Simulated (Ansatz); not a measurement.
**One relaxed cell of Sb$_{2}$Os at several levels**

A database entry relaxed whole under r2SCAN at zero pressure (Pnnm, No. 58):

```
Sb Os
1.0
     5.96721    0.00000    0.00000
     0.00000    6.72246    0.00000
     0.00000    0.00000    3.24259
Sb Os
4 2
Direct
  0.18197 0.35885 0.00000
  0.81803 0.64115 0.00000
  0.68197 0.14115 0.50000
  0.31803 0.85885 0.50000
  0.00000 0.00000 0.00000
  0.50000 0.50000 0.50000
```

Its volume is 21.68 Å³ an atom, +2.1 % against the entry's 21.24, a measured cell (2014, 298 K).

Single points on this cell with plane-wave PAW DFT (Ansatz 0.2.0; r2SCAN 500 eV, hybrids 420 eV; fermi-dirac occupations of width 0.020 eV; no moments): r2SCAN on a 6×4×10 Γ-centred mesh; r2SCAN with spin-orbit coupling on a 4×4×8 Γ-centred mesh; HSE06 on a 4×4×6 Γ-centred mesh; PBE0 on a 4×4×6 Γ-centred mesh.

**Question.** How do gap, pressure and charges move from level to level?

**Answer.** The runs give:

| level | gap (eV), or kind | pressure (GPa) | Bader charge of Sb (e) | Bader charge of Os (e) |
| --- | --- | --- | --- | --- |
| r2SCAN | 0.51 | 0.0 | +0.28 | -0.57 |
| r2SCAN with spin-orbit coupling | 0.58 | 0.2 | +0.28 | -0.56 |
| HSE06 | its mesh misses the band edges | -2.7 | +0.31 | -0.61 |
| PBE0 | its mesh misses the band edges | -2.7 | +0.30 | -0.61 |

Under r2SCAN the gap is 0.51 eV, over mesh and band path. Spin-orbit coupling moves the r2SCAN gap by +0.07 eV.

Caveats: the relaxation kept the start's symmetry; hybrid pressures are good to a few tenths of a GPa; pressure is positive in compression.
